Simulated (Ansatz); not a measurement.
Values for one crystal, relaxed and computed with PBEsol (plane waves, PAW; program Ansatz); other levels are named.

* **Volume per atom**: 21.58 Å³
* **Electronic character**: metallic (no gap)
* **Pressure derivative B′**: 5.3
* **Elastic constants (relaxed ions, GPa)**: C11 = 145, C12 = 88.8, C44 = 32.8
* **Poisson's ratio**: 0.37
* **Young's modulus**: 84.3 GPa
* **Debye temperature from the elastic constants**: 203 K

### Question
Which compound is it?
A) GaFe3, Cu3Au type
B) Pt3Pb, Cu3Au type
C) In2Pt, fluorite or antifluorite type
D) TiPt, CsCl type

### Answer
C, In2Pt, fluorite or antifluorite type

Space group Fm-3m (fluorite or antifluorite type). The workflow started from an entry of the Crystallography Open Database (COD). Its standing as an ambient phase is unchecked. The PBEsol relaxation kept the symmetry of its start; its stability against distortions is not shown here. The run is not spin-polarised. As this level gives no gap, shear constants depend on the k-mesh and smearing (Fermi–Dirac, 0.1 eV here). Spin–orbit coupling is left out wherever it is not named.

Potentials: the later of the program's two PAW sets.
